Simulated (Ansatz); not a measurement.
Starting cell, HfO$_{2}$ (fluorite):

```yaml
crystal:
  lattice:
    - [0.00000, 5.09760, 5.09760]
    - [2.54880, 0.00000, 2.54880]
    - [2.54880, 2.54880, 0.00000]
  atoms:
    - { symbol: Hf, position: [0.00000, 0.00000, 0.00000] }
    - { symbol: Hf, position: [0.50000, 0.00000, 0.00000] }
    - { symbol: O, position: [0.12500, 0.25000, 0.25000] }
    - { symbol: O, position: [0.62500, 0.25000, 0.25000] }
    - { symbol: O, position: [0.37500, 0.75000, 0.75000] }
    - { symbol: O, position: [0.87500, 0.75000, 0.75000] }
```

In each cell atom 4 (O, nearest neighbour Hf at 2.207 Å; its periodic images, 3.6 Å or more away, move with it) moves by s·(1.000, 0.000, 0.000) (along Cartesian x), the rest being held.

These are PBE (plane waves to 420 eV, PAW, scalar-relativistic; Ansatz, an electronic-structure program) values and carry that method's errors. k mesh 9×9×9 (Γ-centred), Fermi-Dirac smearing 0.05 eV. Energies are smeared free energies. HfO2 is run without spin polarisation. HfO2 was relaxed with its symmetry unable to fall. Spin-orbit coupling is left out, though Hf is heavy. This is a high-temperature form of HfO2. The zero of ΔE is the undisplaced structure.

```
s (Å)   ΔE (meV/cell)
------  -------------
-0.440           1208
-0.352            760
-0.264            422
-0.176            186
-0.088             46
0.000               0
0.088              46
0.176        withheld
0.264             422
0.352             762
0.440            1216
```

Question: Fit a polynomial form (powers 2, 3, 4) to the given rows and predict ΔE at s = 0.176.

Answer: Least squares on the 10 given rows: ΔE = (5938)·s² + (40.27)·s³ + (1663)·s⁴, in meV/cell with s in Å; root-mean-square residual 0.6 meV/cell. At 0.176 the fit gives 186 meV/cell; the calculation gives 185 meV/cell, so the interpolation is off by 1 (+0.5 %). The quadratic term alone would give 184 meV/cell.

(A displaced cell: forces are minus the slopes of the energy, force constants its curvatures, and phonons follow from these.)
